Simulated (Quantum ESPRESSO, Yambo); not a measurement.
MgO (rock salt, space group Fm-3m, No. 225) under isotropic strain of -1.5 % on all lattice vectors. The PBEsol cell relaxed from Materials Project entry mp-1265 was given an isotropic strain of -1.5 % on all lattice vectors, and the atoms were relaxed again. Chain: norm-conserving PBEsol (Quantum ESPRESSO, 84 Ry, no spin-orbit coupling); G0W0 in Yambo (6×6×6 Γ-centred k mesh, bands 2 to 71 and a 14 Ry block in the screening, 71 bands in G with the Bruneval-Gonze terminator, plasmon pole fitted at 27.2 eV); BSE (10×10×10 mesh, 3 valence and 1 conduction bands, static screening with 13 bands and a 4 Ry block, scissor 2.66 eV, Tamm-Dancoff).

```
Property                                                                      Result
-----------------------------------------------  -----------------------------------
PBEsol gap (dense path)                                                      5.11 eV
PBEsol gap Γ → Γ on the GW mesh                                              5.11 eV
PBEsol smallest direct gap on the GW mesh, at Γ                              5.11 eV
G0W0 direct gap at that point                                                7.77 eV
G0W0 correction to the gap Γ → Γ                                             2.66 eV
lowest exciton                                   no binding energy given (see below)
RPA electronic dielectric constant along x        3.03 (18×18×18 mesh, PBEsol bands)
```

Rough cost of the Yambo steps against G0W0 for 6 states: BSE about 1/5, one RPA spectrum about 1/30.

Convergence of the G0W0 settings was not tested. The BSE states are vertical excitations (zero momentum). Convergence of the RPA response with its 18×18×18 mesh was not tested. The lowest state covers only about 1 of the 1000 k points, so the mesh doesn't resolve it: its energy and its distance from the direct gap are mesh artefacts. An extended exciton needs a far denser mesh.
